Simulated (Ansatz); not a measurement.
LaN:
```cif
data_La4N4
_chemical_formula_sum 'N4 La4'
_space_group_name_H-M_alt 'F-43m'
_space_group_IT_number 216
_space_group_name_Hall 'F -4 2 3'
_cell_length_a 5.54645
_cell_length_b 5.54645
_cell_length_c 5.54645
_cell_angle_alpha 90.000
_cell_angle_beta 90.000
_cell_angle_gamma 90.000
loop_
_atom_site_label
_atom_site_type_symbol
_atom_site_symmetry_multiplicity
_atom_site_Wyckoff_symbol
_atom_site_fract_x
_atom_site_fract_y
_atom_site_fract_z
_atom_site_occupancy
N1 N 4 d 0.75000 0.75000 0.75000 1
La1 La 4 a 0.00000 0.00000 0.00000 1
```
(The calculation used a cell of 2 atoms; values per cell refer to that cell.)

Relaxed with PBEsol.

Problem. Which orbitals make up the states near the band edges in DFT-PBEsol in the program Ansatz with PAW potentials?

Solution. Top 1 eV of the valence band: N 2p 70 %, La 5d 17 %, La 4f 6 %. Bottom 1 eV of the conduction band: La 6s 41 %, La 4f 28 %, N 2s 9 %, La 5d 9 %, N 2p 6 %. Projections are on Löwdin-orthogonalised atomic valence shells; empty p or d shells of many metals are not among them.

Problem. Tabulate the density of states.

Solution. States/eV per cell of 2 atoms, in 0.25 eV bins, energy from the valence-band maximum.

```csv
E (eV),total,La 4f,N 2p,La 5d
-7.89,0.00,0.00,0.00,0.00
-7.64,0.00,0.00,0.00,0.00
-7.39,0.00,0.00,0.00,0.00
-7.14,0.00,0.00,0.00,0.00
-6.89,0.00,0.00,0.00,0.00
-6.64,0.00,0.00,0.00,0.00
-6.39,0.00,0.00,0.00,0.00
-6.14,0.00,0.00,0.00,0.00
-5.89,0.00,0.00,0.00,0.00
-5.64,0.00,0.00,0.00,0.00
-5.39,0.00,0.00,0.00,0.00
-5.14,0.00,0.00,0.00,0.00
-4.89,0.00,0.00,0.00,0.00
-4.64,0.00,0.00,0.00,0.00
-4.39,0.00,0.00,0.00,0.00
-4.14,0.00,0.00,0.00,0.00
-3.89,0.00,0.00,0.00,0.00
-3.64,0.00,0.00,0.00,0.00
-3.39,0.00,0.00,0.00,0.00
-3.14,0.00,0.00,0.00,0.00
-2.89,0.00,0.00,0.00,0.00
-2.64,0.31,0.01,0.15,0.12
-2.39,1.12,0.02,0.58,0.39
-2.14,1.76,0.04,0.95,0.57
-1.89,2.24,0.06,1.28,0.71
-1.64,4.20,0.14,2.49,1.32
-1.39,2.56,0.08,1.59,0.76
-1.14,3.37,0.12,2.10,0.91
-0.89,2.42,0.10,1.58,0.52
-0.64,2.74,0.14,1.90,0.43
-0.39,2.39,0.16,1.74,0.34
-0.14,0.89,0.06,0.66,0.11
0.11,0.00,0.00,0.00,0.00
0.36,0.00,0.00,0.00,0.00
0.61,0.00,0.00,0.00,0.00
0.86,0.00,0.00,0.00,0.00
1.11,0.01,0.00,0.00,0.00
1.36,0.04,0.01,0.00,0.00
1.61,0.08,0.02,0.00,0.00
1.86,0.12,0.04,0.01,0.00
2.11,1.38,0.19,0.06,0.85
2.36,3.52,0.68,0.24,2.00
2.61,2.86,1.07,0.24,0.98
2.86,0.06,0.02,0.00,0.03
3.11,0.86,0.35,0.05,0.35
3.36,5.20,2.47,0.54,1.98
3.61,2.95,1.94,0.11,0.80
3.86,9.25,8.06,0.05,0.95
4.11,7.79,7.47,0.03,0.20
4.36,13.57,13.08,0.03,0.42
```

The start of the workflow was typed in or built on a structure type; neither database checked (COD, Materials Project) lists it. COD files the formula under space group No. 225, so this cell is another polymorph or a model. Whether it is the stable phase at ambient conditions was not checked. Symmetry was held in the PBEsol relaxation; phonons on a q-mesh show no instability. Spin–orbit coupling is left out wherever it is not named.

Potentials: the later of the program's two PAW sets.
